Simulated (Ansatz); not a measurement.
Y₂S₃:
```
CELL_PARAMETERS angstrom
     10.20310     0.00000     0.00000
      0.00000     4.03316     0.00000
     -2.65246     0.00000    17.43995
ATOMIC_POSITIONS crystal
  Y  0.18878 0.75000 0.02019
  Y  0.81122 0.25000 0.97981
  Y  0.12433 0.75000 0.43011
  Y  0.87567 0.25000 0.56989
  Y  0.82973 0.75000 0.78145
  Y  0.17027 0.25000 0.21855
  Y  0.18732 0.75000 0.72041
  Y  0.81268 0.25000 0.27959
  Y  0.48688 0.75000 0.39890
  Y  0.51312 0.25000 0.60110
  Y  0.54873 0.75000 0.11478
  Y  0.45127 0.25000 0.88522
  S  0.05162 0.75000 0.57520
  S  0.94838 0.25000 0.42480
  S  0.26934 0.75000 0.87273
  S  0.73066 0.25000 0.12727
  S  0.61556 0.75000 0.96723
  S  0.38444 0.25000 0.03277
  S  0.63832 0.75000 0.28223
  S  0.36168 0.25000 0.71777
  S  0.00729 0.75000 0.26800
  S  0.99271 0.25000 0.73200
  S  0.71034 0.75000 0.63117
  S  0.28966 0.25000 0.36883
  S  0.95077 0.75000 0.92431
  S  0.04923 0.25000 0.07569
  S  0.31850 0.75000 0.18174
  S  0.68150 0.25000 0.81826
  S  0.36784 0.75000 0.53137
  S  0.63216 0.25000 0.46863
```

Relaxed with r²SCAN. Special points in fractions of this cell's reciprocal vectors: Γ (0.000, 0.000, 0.000); Z (0.000, 0.500, 0.000); D (0.000, 0.500, 0.500); B (0.000, 0.000, 0.500); A (-0.500, 0.000, 0.500); E (-0.500, 0.500, 0.500); C2 (-0.500, 0.500, 0.000); Y2 (-0.500, 0.000, 0.000).

**Question.** List the band energies nearest the valence-band maximum at these points for DFT-r²SCAN in the program Ansatz with PAW potentials.

**Answer.** In eV from the valence-band maximum; about four levels below and three above (degenerate sets whole), none deeper than 8.9 eV; points with the same levels are listed once.

```
k                     below                above
--  -----------------------  -------------------
Γ    -0.51 -0.47 -0.22 0.00       1.87 2.10 2.22
Z   -0.94 -0.94 -0.75 -0.75  2.66 2.66 3.18 3.18
D   -0.97 -0.97 -0.72 -0.72  2.68 2.68 3.16 3.16
B   -0.58 -0.37 -0.36 -0.07       1.92 2.03 2.24
A   -0.56 -0.39 -0.35 -0.17       2.02 2.19 2.35
E   -0.90 -0.90 -0.75 -0.75  2.72 2.72 2.85 2.85
C2  -0.90 -0.90 -0.79 -0.79  2.71 2.71 2.84 2.84
Y2  -0.57 -0.55 -0.36 -0.15       2.03 2.19 2.34
```

Space group P2_1/m. The first step of the workflow began from a Materials Project structure, measured or hypothetical; the Crystallography Open Database files this formula in space group No. 11, but the cells were not matched. Its standing as an ambient phase is unchecked. The r²SCAN relaxation kept the symmetry of its start; whether a distortion lowers the energy is not shown. The run is not spin-polarised. Scalar-relativistic: spin–orbit coupling is off unless named, which matters more the heavier the elements.

Potentials: the later of the program's two PAW sets.
